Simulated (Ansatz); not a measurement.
NaI (rock salt), relaxed with LDA (Ansatz, a quantum-chemistry and plane-wave program, plane waves, PAW): a = b = c = 6.260 Å, α = β = γ = 90.00°.

gap (eV): 3.62
ΔH_f (eV/atom): -1.27
B₀ by P(V) fit (GPa): 20.8
K_Hill (GPa): 20.8
G_Hill (GPa): 10.8
ε∞: 3.63
ε0: 6.89
highest Γ mode, no LO–TO term (cm⁻¹): 131
electron conductivity mass (mₑ): 0.24
Θ_D (K): 173

**Question.** The same phase is relaxed and computed with r²SCAN in the same code. What are the cell and these values now?

**Answer.** a = b = c = 6.461 Å, α = β = γ = 90.00°.

* **gap (eV)**: 4.45
* **ΔH_f (eV/atom)**: -1.48
* **B₀ by P(V) fit (GPa)**: 17.2
* **K_Hill (GPa)**: 17.2
* **G_Hill (GPa)**: 10.1
* **ε∞**: 3.16
* **ε0**: 6.97
* **highest Γ mode, no LO–TO term (cm⁻¹)**: 116
* **electron conductivity mass (mₑ)**: 0.28
* **Θ_D (K)**: 169

All cells were relaxed under the symmetry of their starts (and spin orders); stability against distortions was not tested throughout. Spin–orbit coupling is left out wherever it is not named.

Potentials: the later of the program's two PAW sets.

Ansatz is a plane-wave DFT program.

Formation energies count from the lowest solids of the elements computed at the same level, not from gases.
